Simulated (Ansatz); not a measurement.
TiAl (CuAu type, space group P4/mmm)

```
TiAl
1.0
    5.62584     0.00000     0.00000
    0.00000     2.81292     0.00000
    0.00000     0.00000     4.05841
Al Ti
2 2
Cartesian
  1.40646   1.40646   2.02920
  4.21938   1.40646   2.02920
  0.00000   0.00000   0.00000
  2.81292   0.00000   0.00000
```

A phonon eigenvector at X = (0.5, 0.0, 0.0) is frozen into this cell: atom i moves by Q times the vector below, so Q is the largest atomic displacement, in Å. The cell is held. (q is in reciprocal vectors of the primitive cell; the cell shown is doubled to hold the pattern.)

```
atom       x      y      z
----  ------  -----  -----
Ti3   -1.000  0.000  0.000
Ti4    1.000  0.000  0.000
```

Atoms not listed stay in place.

The numbers are results of r2SCAN (plane waves to 500 eV, PAW, scalar-relativistic; Ansatz, a program for electronic structure), not measurements. k mesh 8×16×12 (Γ-centred), Fermi-Dirac smearing 0.05 eV. Energies are smeared free energies. Left out: 4 of 13 points, with atoms too close for the PAW data. With partly filled bands, energies and forces of such displacements shift with the k mesh and the smearing. TiAl is run without spin polarisation. TiAl was relaxed with its symmetry unable to fall. ΔE is measured from the undisplaced structure.

| Q (Å) | ΔE (eV/cell) |
|---|---|
| -0.187 | 0.488 |
| -0.093 | 0.120 |
| 0.000 | 0.000 |
| 0.093 | 0.120 |
| 0.187 | 0.488 |

Which DFPT wavenumber at X = (0.5, 0.0, 0.0) belongs to this mode?
(A) 280 cm⁻¹
(B) 225 cm⁻¹
(C) 158 cm⁻¹

A, 280 cm⁻¹. The curvature of the scan gives 279 cm⁻¹

(A displaced cell: forces are minus the slopes of the energy, force constants its curvatures, and phonons follow from these.)
